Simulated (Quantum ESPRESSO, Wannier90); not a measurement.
## ZrO2 (Pca2₁), plane waves to Wannier functions

```xyz
12
Lattice="5.2834 0.0000 0.0000 0.0000 5.0747 0.0000 0.0000 0.0000 5.1011" Properties=species:S:1:pos:R:3 pbc="T T T"
Zr     0.1599    -1.3522    -1.2801
Zr    -0.1599     1.3522     1.2705
Zr     2.4818    -1.3522     1.2705
Zr    -2.4818     1.3522    -1.2801
O      1.2145     2.3511    -2.5463
O     -1.2145    -2.3511     0.0043
O      1.4272     2.3511     0.0043
O     -1.4272    -2.3511    -2.5463
O      1.9286    -0.3418    -2.0093
O     -1.9286     0.3418     0.5413
O      0.7131    -0.3418     0.5413
O     -0.7131     0.3418    -2.0093
```

Materials Project entry mp-556605; symmetrised, unrelaxed at this level. COD (Crystallography Open Database) has the formula in 4 space groups, this one among them (matched by group alone). Computed values, not measurements, from LDA: Quantum ESPRESSO (norm-conserving PseudoDojo potentials, cutoff 68 Ry, no spin polarisation, no spin-orbit coupling) on a Γ-centred 4×4×4 mesh, then Wannier90. Density: 6×6×6 mesh, cold smearing 0.01 Ry.

A tight-binding model is made by disentanglement and projection with no localisation steps (num_iter = 0), so the 44 orbitals stay atom-like: hydrogen-like Zr: d; O: p, axes along x, y, z; frozen window up to 5.29 eV relative to the valence-band maximum. It follows pw.x to 0.5 meV rms for states up to 4.8 eV relative to the valence-band maximum. Matrix elements depend on this choice of orbitals and windows.

What are the on-site energies relative to the valence-band maximum, and how fast do the hoppings decay?


```tsv
atom	orbitals	energy (eV)
Zr1	dz2	4.33
Zr1	dxz	5.53
Zr1	dyz	5.79
Zr1	dx2-y2	4.47
Zr1	dxy	5.84
Zr2	dz2	4.33
Zr2	dxz	5.53
Zr2	dyz	5.79
Zr2	dx2-y2	4.47
Zr2	dxy	5.84
Zr3	dz2	4.33
Zr3	dxz	5.53
Zr3	dyz	5.79
Zr3	dx2-y2	4.47
Zr3	dxy	5.84
Zr4	dz2	4.33
Zr4	dxz	5.53
Zr4	dyz	5.79
Zr4	dx2-y2	4.47
Zr4	dxy	5.84
O5	pz	-1.54
O5	px	-1.64
O5	py	-1.57
O6	pz	-1.54
O6	px	-1.64
O6	py	-1.57
O7	pz	-1.54
O7	px	-1.64
O7	py	-1.57
O8	pz	-1.54
O8	px	-1.64
O8	py	-1.57
O9	pz	-1.18
O9	px py	-1.05
O10	pz	-1.18
O10	px py	-1.05
O11	pz	-1.18
O11	px py	-1.05
O12	pz	-1.18
O12	px py	-1.05
```

```json
[
 {"distance of the centres (Å)": "2–3", "largest modulus (eV)": "1.7"},
 {"distance of the centres (Å)": "3–4", "largest modulus (eV)": "0.27"},
 {"distance of the centres (Å)": "4–5", "largest modulus (eV)": "0.088"},
 {"distance of the centres (Å)": "5–6", "largest modulus (eV)": "0.040"},
 {"distance of the centres (Å)": "6–7", "largest modulus (eV)": "0.023"},
 {"distance of the centres (Å)": "7–8", "largest modulus (eV)": "0.011"},
 {"distance of the centres (Å)": "8–9", "largest modulus (eV)": "0.0050"},
 {"distance of the centres (Å)": "9–10", "largest modulus (eV)": "0.0030"}
]
```
